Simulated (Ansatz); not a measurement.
A distorted cell of ZnO (wurtzite):

```xyz
4
Lattice="3.2298 0.0000 0.0000 -1.6149 2.7970 0.0000 0.0000 0.0000 5.2148" Properties=species:S:1:pos:R:3 pbc="T T T"
Zn     1.6149     0.9323     0.0106
Zn     0.0000     1.8647     2.8520
O      1.6149     0.9323     3.2496
O      0.0000     1.8647     0.6422
```

Computed with PBEsol (plane waves to 420 eV, PAW, scalar-relativistic; Ansatz, an electronic-structure program). k mesh 9×9×5 (Γ-centred), Fermi-Dirac smearing 0.05 eV. Energies are smeared free energies. Compression counts positive. ZnO was relaxed with its symmetry unable to fall.

Q: Predict the force on every atom, in eV/Å.

A: 
```csv
atom,Fx,Fy,Fz
Zn1,0.000,0.000,1.063
Zn2,0.000,0.000,-1.576
O3,0.000,0.000,0.203
O4,0.000,0.000,0.310
```

Q: Give the stress tensor in GPa and the pressure.

A: 
```
    4.0      0.0      0.0
    0.0      4.0      0.0
    0.0      0.0     -2.6
```
The pressure, a third of the trace, is 1.8 GPa.

Q: In it atom 2 sits (0.000, 0.000, 0.234) Å away from its relaxed site. What is its energy relative to the relaxed cell?

A: 220 meV/cell.

(For displaced atoms, the force is minus the slope of the energy, and its curvature is a force constant, which sets phonon frequencies.)
